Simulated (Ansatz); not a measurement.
TaGe in space group I4_1md (No. 109; Ta on 4a, Ge on 4a), DFT-PBE in the program Ansatz with PAW potentials, all energies at zero smearing, with the estimated change up to a 700 eV cutoff added, with one set of potentials and settings (totals compare only within such a set). Cell of 4 atoms (2 Ta, 2 Ge): -28454.545 eV.

```json
[
 {"element": "Ta", "reference phase": "Im-3m, 1 atoms in the cell", "E (eV/atom)": "-9932.2522"},
 {"element": "Ge", "reference phase": "Fd-3m, 2 atoms in the cell", "E (eV/atom)": "-4294.9847"}
]
```

Formation energy per atom, worked out: (-28454.545 − 2×(-9932.2522) − 2×(-4294.9847))/4 = -0.018 eV/atom (-2 kJ per mol of atoms), at 0 K, without zero-point energy or fitted corrections.

The cell is a constructed one: a structure type filled with these elements; neither database checked (COD, Materials Project) lists it. Whether it is the stable phase at ambient conditions was not checked. The PBE relaxation kept the symmetry of its start; whether a distortion lowers the energy is not shown. No spin polarisation was allowed. The references are the lowest solids computed at this level, not always the standard phases. Scalar-relativistic: spin–orbit coupling is off unless named, which matters more the heavier the elements.

Potentials: the later of the program's two PAW sets.
